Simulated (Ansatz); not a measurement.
BAs in space group P6_222 (No. 180; B on 3d, As on 3c), DFT-PBEsol in the program Ansatz with PAW potentials, all energies at zero smearing, with the estimated change up to a 700 eV cutoff added, with one set of potentials and settings (totals compare only within such a set). Cell of 6 atoms (3 B, 3 As): -14894.830 eV.

```tsv
element	reference phase	E (eV/atom)
B	R-3m, 12 atoms in the cell	-152.6698
As	R-3m, 2 atoms in the cell	-4813.0241
```

Formation energy per atom, worked out: (-14894.830 − 3×(-152.6698) − 3×(-4813.0241))/6 = 0.375 eV/atom (36 kJ per mol of atoms), at 0 K, without zero-point energy or fitted corrections.

The cell is a constructed one: a structure type filled with these elements; neither database checked (COD, Materials Project) lists it. It is not the phase usual at ambient conditions (space group No. 216). Symmetry was held in the PBEsol relaxation; its stability against distortions is not shown here. The references are the lowest solids computed at this level, not always the standard phases.

Potentials: the later of the program's two PAW sets.
